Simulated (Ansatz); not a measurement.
A geometry of SnO2 away from equilibrium: step 2 of the relaxation of a relaxed SnO2 cell, doubled along one cell vector, shaken by Gaussian noise of σ = 0.08 Å a coordinate. Calculation: r2SCAN (plane waves to 500 eV, PAW, scalar-relativistic; Ansatz, a quantum-chemistry and plane-wave program). Γ-centred k-mesh 5×3×7 on the run's cell (coarser than for final values), Fermi–Dirac smearing 0.05 eV.

```xyz
12
Lattice="4.7525 -0.0006 -0.0117 -0.0012 9.5310 -0.0429 -0.0079 -0.0144 3.2150" Properties=species:S:1:pos:R:3:forces:R:3 pbc="T T T" free_energy=-28704.728 pressure_GPa=-0.6
Sn     2.4240     2.3717     1.5644   -0.1645   -0.0868    0.6226
Sn     2.4317     7.1431     1.5521   -0.0064    0.2520    0.4212
Sn     0.0544     0.0156     0.0096   -0.0220   -0.3368   -0.0605
Sn     0.0662     4.7509    -0.0982   -0.0864    0.6508    1.4781
O      3.8282     3.8626     1.6143   -0.0151   -0.1211   -1.1106
O      3.8748     8.6308     1.5661   -0.2523   -0.1157   -0.0739
O      1.4559     3.2509    -0.0187    0.0320    0.1671   -0.2166
O      1.4705     8.0414    -0.0489    0.1543    0.0845   -0.0217
O      3.3444     1.4713    -0.0075    0.1798   -0.0584   -0.3078
O      3.3867     6.2668    -0.0169    0.1466   -0.3368   -0.5061
O      0.9778     0.9025     1.6096    0.1384    0.1735    0.0332
O      0.9965     5.6649     1.5523   -0.1046   -0.2725   -0.2576
```

Positions in Å, forces in eV/Å, free energy of the cell in eV (comparable only within this code, potentials and settings). Largest force: 1.62 eV/Å, on Sn4 (atoms numbered as listed); the geometry lies 0.01 eV/atom above the end of its relaxation.

No spin polarisation in the result.
